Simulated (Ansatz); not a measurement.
Consider the following.

Be4H:
```yaml
crystal:
  lattice:
    - [2.18197, 0.00000, 0.00000]
    - [-1.09099, 1.88964, 0.00000]
    - [0.00000, 0.00000, 8.38567]
  atoms:
    - { symbol: Be, position: [0.33333, 0.66667, 0.67270] }
    - { symbol: Be, position: [0.66667, 0.33333, 0.89266] }
    - { symbol: Be, position: [0.33333, 0.66667, 0.10734] }
    - { symbol: Be, position: [0.66667, 0.33333, 0.32730] }
    - { symbol: H, position: [0.00000, 0.00000, 0.50000] }
```

This is the LDA-relaxed structure.

Q: All from the program Ansatz at the LDA level (PAW), unless another level is named. Predict the bulk modulus (Birch–Murnaghan fit).

A: 1200 kbar.

Q: What about the highest zone-centre frequency?

A: 618 cm⁻¹.

Space group P-3m1. The start of the workflow was typed in or built on a structure type; neither database checked (COD, Materials Project) lists it. Whether it is the stable phase at ambient conditions was not checked. Symmetry was held in the LDA relaxation. At this level the phase is dynamically unstable (imaginary phonons). Its formation energy is positive at this level, so the cell may be metastable or incomplete. A crystal of weakly bound units computed without a dispersion correction: the cell and the soft elastic constants depend strongly on that. As this level gives no gap, phonon frequencies hold no LO–TO term and depend on the k-mesh and smearing (Fermi–Dirac, 0.1 eV here). On the denser mesh and wider smearing of the elastic run this cell carries a stress of 0.5 GPa.

Potentials: the earlier of the program's two PAW sets. The files were generated under PBE; for other functionals the program regenerates the frozen cores, and for LDA and PBEsol the local potential too.
